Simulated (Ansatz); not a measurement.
Ansatz (a program for electronic structure) input:

Ansatz 0.2 input:
```yaml
crystal:
  lattice:
    - [0.0, 2.5125378435, 2.5125378435]
    - [2.5125378435, 0.0, 2.5125378435]
    - [2.5125378435, 2.5125378435, 0.0]
  atoms:
    - { symbol: Ni, position: [0.0, 0.0, 0.0], spin: 0.89 }
    - { symbol: Ni, position: [0.25, 0.25, 0.25], spin: 0.89 }
kpoints:
  mp_grid: { grid: [14, 14, 14] }
hamiltonian:
  xc: r2scan
  pseudopotentials: { kind: paw }
magnetization: { spin_polarized: true }
scf:
  occupations: { method: gaussian, width: 0.1 }
checkpoint: { read: metal.run }
output: { bader: true, populations: true }
```

Output (shortened):

```
Pseudopotential: Ni, paw, valence charge 18
Functional definition: r2SCAN
Crystal: 2 atoms, lattice volume = 31.723 Å³
Basis set: ecut = 500 eV, 821 PW (Γ), exchange–correlation on 108×108×108 points (64 copies of the dense FFT grid, shifted against one another)
Bands: 27, of which v1, the nominal top of the filled ones, is band 18 counted from 1 (17 counted from 0)
Symmetry: 48 space group operations
Space group: Fd-3m (ITA 227), of the structure as read, at distance tolerance 3.2e-5 Å
k-points: 104 of 2744
Stability of the state it starts from, as read at its close in the collinear treatment (another_mixer)
Starting moments: Σ|m| = 1.78 μB on 2 of 2 sites; this step starts from the density that it was given
iter 1 solved again at ethr=4.20e-8 eV; its pass at ethr=3.10e-3 eV (dr2=1.51e-5 eV) is discarded
SCF iter   1: F=—  HF=-11688.047815 eV  |F-HF|=—  |Δ(HF+E_count)|=         —  Δρ=1.16e-6 (↑2.19e-7 ↓1.16e-6)  dr2=1.38e-10  dr2_τ=2.82e-12  dr2_m=8.16e-11  M=1.703 μB ∫|m|=2.046 μB  β_m=1.20  ethr=4.20e-8  ⟨swp⟩=4.1  Hψ=42537  notcnv=0
preconditioner: auto → Kerker (q_TF=auto, 2.786 Å⁻¹)
spin=Collinear: Kerker preconditioning applied to the charge; magnetization (m = ρ↑ − ρ↓) channel mixes plain (no charge-response kernel on spin).
SCF iter   2: F=-11688.047815 eV  HF=-11688.047815 eV  |F-HF|=0.00e0  |Δ(HF+E_count)|=   1.35e-8  Δρ=7.78e-7 (↑4.17e-7 ↓7.78e-7)  dr2=1.10e-10  dr2_τ=4.49e-12  dr2_m=5.98e-11  M=1.703 μB ∫|m|=2.046 μB  ethr=1.00e-12  ⟨swp⟩=8.1  Hψ=30021  notcnv=0
SCF 1 converged in 2 iterations: F = -11688.047815 eV  dr2 = 1.10e-10
Stability not checked (another_mixer)
SCF converged after 2 iterations
Magnetization: 1.7031 μB (18.8516 up, 17.1484 down)
Absolute magnetization: 2.0476 μB (∫|ρ↑−ρ↓|, with the PAW one-centre terms)
Spin contamination: 0.0476 ħ² per cell (⟨S²⟩ above its minimum at these occupations)
Per-site moments (μB) at R_I (Å): [(0.9231404390074568, 0.8975676601818178), (0.9231404390074566, 0.8975676601818178)]
Free energy (F): -11688.047815 eV
Harris-Foulkes:  -11688.047815 eV  (|F-HF|=0.00e0)
Internal energy: -11688.034235 eV  (E = F + TS)
E sigma→0 (E₀):  -11688.041025 eV
Entropy (-TS):   -0.013579 eV (-6.790 meV/atom)
Fermi energy:    11.151645 eV
--- Per-component energies (eV) ---
  E_band       = -872.994922
  E_kinetic    = 563.309237
  E_local      = -8796.487561  (includes V_loc(G=0)·N_el)
  E_nonlocal   = 1286.915785
  E_hartree    = 3707.913452
  E_xc         = -154.117291
  E_vxc        = -229.022798  (∫ρ·V_xc dr)
  E_paw        = -3293.645273  (= ΣΔE_a)
  E_vpaw       = -1130.764445  (= ΣTr[D̂ρ^β])
  E_aug_tail   = 0.000470  (compensation charges beyond the density's cutoff)
  E_vtau       = 17.226272  (kinetic-family band-sum trace: ∫τ·v_τ [+ j·A + Jᵃ·Aᵃ] dr)
  E_ewald      = -5001.322918
  E_core_change = -0.600137  (= ΣΔE_core)
  E_smearing   = -0.013579  (= −TS)
  E_closure    = 0.000000  (closes the sum)
  Σ components = -11688.047815   (vs F -11688.047815, Δ=0.00e0)
  [band-id]    e_kinetic+e_local+e_nonlocal+2·e_hartree+e_vxc+e_vpaw+e_augmentation_tail+e_vtau = -872.996135   (vs E_band -872.994922, Δ=-1.21e-3)
--- Band table (eV; the first three rows and the last of 208) ---
  k-point 0 ↑: bands = ["-96.8580", "-96.7403", "-55.8344", "-55.8344", "-55.8344", "-55.5945", "-55.5945", "-55.5945", "4.0006", "7.3247", "7.3247", "7.3247", "7.3468", "7.3468", "8.8727", "8.8727", "8.8727", "9.9269", "9.9269", "23.3857", "23.3857", …
  k-point 1 ↑: bands = ["-96.8569", "-96.7414", "-55.8357", "-55.8357", "-55.8338", "-55.5952", "-55.5933", "-55.5933", "4.0980", "7.2339", "7.2339", "7.3291", "7.4565", "7.4565", "8.8454", "8.8697", "8.8697", "9.9252", "9.9252", "21.4945", "22.6987", …
  k-point 2 ↑: bands = ["-96.8537", "-96.7446", "-55.8391", "-55.8391", "-55.8322", "-55.5973", "-55.5899", "-55.5899", "4.3853", "7.1655", "7.1655", "7.3448", "7.5722", "7.5722", "8.7697", "8.8703", "8.8703", "9.9180", "9.9180", "19.2777", "21.9268", …
  k-point 103 ↓: bands = ["-95.2826", "-95.2826", "-54.4031", "-54.4031", "-54.2243", "-54.2243", "-54.0443", "-54.0443", "7.8521", "7.8521", "8.5697", "8.5697", "9.1478", "9.1478", "9.4991", "9.4991", "11.5322", "11.5322", "12.9636", "12.9636", "13.9916", …
--- Löwdin populations: 2 sites ---
  site symbol       q [e]    m [muB]
     0     Ni     17.8148     0.8928
     1     Ni     17.8148     0.8928
  spilling = 0.010290 (of n_electrons = 36.000000)
--- Bader charges: 2 sites ---
  site symbol  charge [e]  shift [e]    m [muB]
     0     Ni      0.0000     0.0000     0.8515
     1     Ni      0.0000     0.0000     0.8516
  shift: an alarm, by how much a part of what the PAW files miss would move the charge. Where it is large, compare
  with a run on PAW files of another source; a small one proves nothing
  estimated error of the sums over rays = 1.0e-4 e
```

Cost: around 40 core-seconds (rough) on shared cores.

The start of the workflow was typed in or built on a structure type; neither database checked (COD, Materials Project) lists it. It is not the phase usual at ambient conditions (space group No. 225). The cell was relaxed with r²SCAN under the symmetry of its start; whether a distortion lowers the energy is not shown. Spin order of the final state: ferromagnetic, chosen from 4 collinear starts compared on coarse meshes (ties went to the first, and starts can fall back to one state), not a proven ground state. Other orbital occupations within this spin state were not tried. For itinerant 3d metals, meta-GGAs of the SCAN family and hybrids are commonly reported to give too large moments.

Potentials: the later of the program's two PAW sets.

Ansatz is a plane-wave DFT program.
